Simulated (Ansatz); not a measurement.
This trial cell of TiMoSe4 was written down by chemical analogy (P2/m, No. 10). Its size is a guess.

```cif
data_structure
_symmetry_space_group_name_H-M 'P2/m'
_symmetry_Int_Tables_number 10
_cell_length_a 6.0000
_cell_length_b 3.4500
_cell_length_c 6.7000
_cell_angle_alpha 90.000
_cell_angle_beta 90.000
_cell_angle_gamma 90.000
_cell_volume 138.69
loop_
_atom_site_label
_atom_site_type_symbol
_atom_site_symmetry_multiplicity
_atom_site_Wyckoff_symbol
_atom_site_fract_x
_atom_site_fract_y
_atom_site_fract_z
_atom_site_occupancy
Ti1 Ti 1 a 0.00000 0.00000 0.00000 1
Mo1 Mo 1 e 0.50000 0.50000 0.00000 1
Se1 Se 2 m 0.66667 0.00000 0.23500 1
Se2 Se 2 n 0.83333 0.50000 0.76500 1
```

All numbers below come from DFT PBE, scalar-relativistic, plane waves, PAW in Ansatz. Cutoff 420 eV, Gaussian smearing, Γ-centred meshes. Cell and atoms relax first on a coarse mesh, the cell is then made exact in the group found at 0.06 to 0.08 Å, and last on a converged mesh; the steps can't lower the symmetry of their start. Collinear spin, starting moments Ti 1.0; Mo 1.0 μB; the moments died out early, so the last step has no spin.

A guess keeps its type if space group and coordination stay and the shape of the cell changes little (axis ratios within about 15 %, angles within 6°); the volume may change.

Question: Does it keep its structure type, or change into something else?

Answer: It keeps its type. The symmetry stays P2/m (No. 10). The volume per atom stays near 23.1 Å³. The shortest distance goes from 2.54 Å (Mo–Se and Ti–Se) to 2.55 Å (Ti–Se). Counting neighbours within 15 % of an atom's shortest distance, the start has Mo 6, Se 3, Ti 6 and the end Mo 6, Se 3, Ti 6.

The last run used a 6×10×6 mesh (in the run's order of axes) for its 6-atom cell and Gaussian smearing of 0.10 eV. Weakly bound directions are ill-defined at this level, which has no dispersion term. Symmetry constrained the relaxation, so the result can be a saddle point. Another cell of the same search, in P3m1, lies 123 meV/atom lower, so this cell isn't the stable form at this level.
